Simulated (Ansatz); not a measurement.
Relaxed-ion elastic tensor of CuCl (zinc blende, F-43m) in GPa (Voigt order), PBE (plane waves, PAW; program Ansatz); density 4.12 g/cm³, 19.95 Å³ per atom.

```
56.9  44.5  44.5   0.0   0.0   0.0
44.5  56.9  44.5   0.0   0.0   0.0
44.5  44.5  56.9   0.0   0.0   0.0
 0.0   0.0   0.0  15.9   0.0   0.0
 0.0   0.0   0.0   0.0  15.9   0.0
 0.0   0.0   0.0   0.0   0.0  15.9
```

Problem. Is the crystal mechanically stable?

Solution. Yes: the smallest eigenvalue of C is 12.5 GPa.

Problem. Work out the Voigt, Reuss and Hill averages.

Solution. K_V = 48.6, K_R = 48.6, K_H = 48.6; G_V = 12.1, G_R = 9.8, G_H = 10.9 GPa.

Problem. Give Young's modulus, Poisson's ratio, Pugh's ratio and the universal anisotropy index.

Solution. E = 9KG/(3K + G) = 30.5 GPa; ν = 0.40; K/G = 4.44 (ductile by the Pugh limit of 1.75); A_U = 5G_V/G_R + K_V/K_R − 6 = 1.14.

Problem. Estimate the sound speeds and the Debye temperature.

Solution. v_l = √((K + 4G/3)/ρ) = 3920 m/s, v_t = √(G/ρ) = 1630 m/s, mean 1840 m/s; Θ = (h/k)(3n/4πV)^(1/3) v_m = 202 K.

Problem. Give the Zener ratio and Young's modulus along [100], [110] and [111].

Solution. A = 2C44/(C11 − C12) = 2.56; 1/E = S11 − 2(S11 − S12 − S44/2)Γ with Γ = 0, 1/4, 1/3 gives 18.0, 31.9, 43.1 GPa.

Symmetry was held in the PBE relaxation; phonons on a q-mesh show no instability. The run is not spin-polarised.

Potentials: the later of the program's two PAW sets.
